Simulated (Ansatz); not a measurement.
Wires are cut from relaxed bulk TiC (Fm-3m, 9.89 Å³/atom, gap on the mesh 0.00 eV); atoms and period are relaxed, and energies count from that bulk.

All numbers below come from DFT PBEsol, scalar-relativistic, plane waves, PAW (Ansatz 0.2.0).

Cutoff 420 eV, Gaussian smearing of 0.05 eV, energies at zero smearing, symmetry of each start kept, no spin polarisation.

```csv
start,atoms,k mesh,excess energy (eV per host atom),line energy (eV/Å),period (Å),gap on the mesh (eV),highest filled level or Fermi level under vacuum (eV)
"[001] wire, 18 host atoms a period",18,1×1×13,0.816,3.511,4.182,0,-
"[001] wire, 26 host atoms a period",26,1×1×13,1.313,8.397,4.067,0,4.05
```

A dash: not computed, or not clear enough to read.

Each run keeps its start's symmetry and one magnetic start, so lower states can exist.

Cost: 2 runs of about 10 core-minutes in all, on AMD EPYC 9R45 (Zen 5) (shared hosts).